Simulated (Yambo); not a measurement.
Material: B (space group R-3m, No. 166); a = b = c = 5.042 Å, α = β = γ = 58.12° (12 atoms in the cell). The geometry is that of Materials Project entry mp-160, symmetrised and not relaxed again.

With LDA (Quantum ESPRESSO, PseudoDojo norm-conserving, 76 Ry, scalar-relativistic), the gap between the mesh's edge points (Z → Γ) is 1.524 eV.

Problem. Estimate the G0W0 gap between the same points from Yambo (4×4×4 Γ-centred k mesh, 127 bands and a 7 Ry block in the screening, 127 bands in G with the Bruneval-Gonze terminator, plasmon pole fitted at 27.2 eV).

Solution. The correction is 0.489 eV, giving 2.014 eV, 1.3 times the LDA value.  Nearest settings tried, and what they do to the gap: 49 bands in W, 49 bands in G: +79 meV; 6 Ry block (157 vectors against 181): -23 meV; 2×2×2 mesh: -14 meV. So the settings aren't converged at that level.
